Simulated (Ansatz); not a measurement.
The start is a relaxed Mg cell displaced along its unstable phonon at q = (½, 0, 0) of its primitive reciprocal cell (118i cm⁻¹), largest move 0.15 Å. The structure is fully relaxed (lattice and positions, P = 0) with PBEsol (plane waves to 420 eV, PAW, scalar-relativistic; Ansatz, an electronic-structure program). First-step values are on the input's coarse k-mesh.

Ansatz input (later rounds restart from its end on a renewed k-mesh):
Ansatz 0.2 input:
```yaml
crystal:
  lattice:
    - [6.1420574286, -0.0000000001, 0]
    - [-1.5355143571, 2.6595888823, 0]
    - [0, 0, 3.0605582397]
  atoms:
    - { symbol: Mg, position: [0, 0, 0.0490106668] }
    - { symbol: Mg, position: [0.5, 1, -0.0490106668] }
basis: { ecutwfc: 420, ecutrho_ratio: 4, xc_grid: 2, fft_grid_basis: typed }
kpoints: { mp_grid: { grid: [6, 12, 11] } }
hamiltonian:
  xc: pbesol
  dispersion: none
  pseudopotentials: { azcp: { folder: ./paw }, kind: paw }
scf: { occupations: { method: fermi_dirac, width: 0.05 } }
relax: { f_tol: 0.01, max_steps: 100, cell: { stress_tol: 0.02 } }
output: { forces: true, stress: true }
```

Task: Which atoms feel the largest initial force, and how large is it?

Result: 0.18 eV/Å, on Mg1, Mg2 (atoms numbered as listed).

Task: How much energy is released per atom?

Result: 0.21 eV/atom.

Task: How does the volume change?

Result: -9.3 %, from 25.00 to 22.68 Å³/atom.

Task: Does it find its way back to the structure it was made from?

Result: It does not go back: it reaches Fm-3m (No. 225), fcc (Cu type), 0.22 eV/atom below the parent.

Task: Give the final cell and atomic positions.

Result: 
Space group Fm-3m (No. 225); a = 4.4932 Å, b = 4.4932 Å, c = 4.4932 Å, α = 90.00°, β = 90.00°, γ = 90.00°

```
atom  site  symmetry       x       y       z
----  ----  --------  ------  ------  ------
Mg      4a      m-3m  0.0000  0.0000  0.0000
```
(The calculation used a cell of 1 atom; values per cell refer to that cell.)

Final values are on a 20×20×20 k-mesh of the relaxed cell. No spin polarisation in the result.

The run could not lose the symmetry of its start: the end is stationary, and may be a saddle point rather than a minimum.

The relaxed structure here is a generated cell of Mg: the first start was made by placing the elements on the sites of a structure type, and the end was not matched to a known phase here, so it may be hypothetical. Known forms of Mg include space group No. 194.
